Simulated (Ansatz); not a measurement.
A geometry of ScAlCO away from equilibrium: step 3 of the relaxation of a relaxed ScAlCO cell shaken by Gaussian noise of σ = 0.08 Å a coordinate. Level of theory: r2SCAN (plane waves to 500 eV, PAW, scalar-relativistic; Ansatz, an electronic-structure program). Γ-centred k-mesh 8×8×3 on the run's cell (coarser than for final values), Fermi–Dirac smearing 0.05 eV.

```
ScAlCO
1.0
    3.24609     0.00085    -0.00249
   -1.62231     2.81749    -0.01149
   -0.00780    -0.04614    10.21946
Sc Al C O
2 2 2 2
Direct
  0.65729   0.31225   0.80499
  0.30645   0.64886   0.30563
  0.98555   0.00583   0.52287
  0.99386   0.99978   0.02006
  0.33257   0.67188   0.94028
  0.65767   0.32815   0.44363
  0.98140   0.98687   0.69780
  0.97806   0.99383   0.19835
```

### Question
Give the Cartesian forces on all atoms (eV/Å).

### Answer
```
atom     Fx     Fy     Fz
----  -----  -----  -----
Sc1   -0.21   0.29  -0.24
Sc2    0.07   0.22   0.06
Al3    0.36  -0.35  -0.23
Al4    0.06   0.08   0.38
C5    -0.12  -0.39   0.29
C6    -0.46   0.19  -0.01
O7     0.16   0.04   0.13
O8     0.14  -0.10  -0.38
```

### Question
What is the pressure?

### Answer
-1.2 GPa, compression positive.

### Question
How far above the relaxed end point is this geometry?

### Answer
0.01 eV/atom; the path ends in P6₃mc (No. 186).

No spin polarisation in the result.

The cell that was disturbed is our relaxation of an entry of Materials Project.
